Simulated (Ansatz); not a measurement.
Phonons of ZnSe (zinc blende) at Γ, L = (0.5, 0.0, 0.0), X = (0.5, 0.5, 0.0).

ZnSe (zinc blende)

```
CELL_PARAMETERS angstrom
      0.00000     2.86650     2.86650
      2.86650     0.00000     2.86650
      2.86650     2.86650     0.00000
ATOMIC_POSITIONS crystal
  Se 0.75000 0.75000 0.75000
  Zn 0.00000 0.00000 0.00000
```

Calculation: PBE (plane waves to 420 eV, PAW, scalar-relativistic; Ansatz, an electronic-structure program). DFPT wavenumbers on a 10×10×10 k mesh, in cm⁻¹; i marks imaginary ones, q is in fractions of the reciprocal vectors of the cell shown, and the three acoustic modes at Γ are left out. The non-analytic (LO-TO) term is not included, so polar modes at Γ have their transverse values. ZnSe was relaxed with its symmetry unable to fall.

```
q                             wavenumbers (cm⁻¹)
-------------------  ---------------------------
Γ                                       195 (×3)
L = (0.5, 0.0, 0.0)  54 (×2), 165, 195 (×2), 201
X = (0.5, 0.5, 0.0)  68 (×2), 183, 191, 198 (×2)
```

The structure shows no imaginary mode at these points (lowest 54 cm⁻¹ at L = (0.5, 0.0, 0.0)); other wave vectors were not tested.

Highest mode: 201 cm⁻¹ at L = (0.5, 0.0, 0.0).
